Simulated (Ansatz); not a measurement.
Relaxed-ion elastic tensor of Ni3N in space group P6_322 (No. 182; Ni on 6g, N on 2c) in GPa (Voigt order), plane-wave PAW PBEsol (Ansatz code); density 8.32 g/cm³, 9.48 Å³ per atom.

```
 330   176   185   0.0   0.0   0.0
 176   330   185   0.0   0.0   0.0
 185   185   315   0.0   0.0   0.0
 0.0   0.0   0.0   102   0.0   0.0
 0.0   0.0   0.0   0.0   102   0.0
 0.0   0.0   0.0   0.0   0.0  77.1
```

Task: Is the crystal mechanically stable?

Result: Yes: the smallest eigenvalue of C is 77.1 GPa.

Task: Work out the Voigt, Reuss and Hill averages.

Result: K_V = 230, K_R = 230, K_H = 230; G_V = 84.9, G_R = 82.4, G_H = 83.7 GPa.

Task: Give Young's modulus, Poisson's ratio, Pugh's ratio and the universal anisotropy index.

Result: E = 9KG/(3K + G) = 224 GPa; ν = 0.34; K/G = 2.75 (ductile by the Pugh limit of 1.75); A_U = 5G_V/G_R + K_V/K_R − 6 = 0.15.

Task: Estimate the sound speeds and the Debye temperature.

Result: v_l = √((K + 4G/3)/ρ) = 6400 m/s, v_t = √(G/ρ) = 3170 m/s, mean 3560 m/s; Θ = (h/k)(3n/4πV)^(1/3) v_m = 501 K.

Task: Solve the Christoffel equation for the three sound speeds along x, y, z.

Result: Eigenvalues of C_ijkl n_j n_l equal ρv². In km/s, slowest first: x 3.04, 3.51, 6.30; y 3.04, 3.51, 6.30; z 3.51, 3.51, 6.15.

Task: How much does each axis shrink under pressure?

Result: Linear compressibilities β_i = Σ_j S_ij (j = 1 to 3): x 1.4, y 1.4, z 1.5 per TPa.

The workflow started from a Materials Project entry (that database holds measured and hypothetical structures alike); the Crystallography Open Database copy checked does not list it. Its standing as an ambient phase is unchecked. Symmetry was held in the PBEsol relaxation; whether a distortion lowers the energy is not shown. No spin polarisation was allowed. As this level gives no gap, shear constants depend on the k-mesh and smearing (Fermi–Dirac, 0.1 eV here). On the denser mesh and wider smearing of the elastic run this cell carries a stress of 0.5 GPa.

Potentials: the later of the program's two PAW sets.
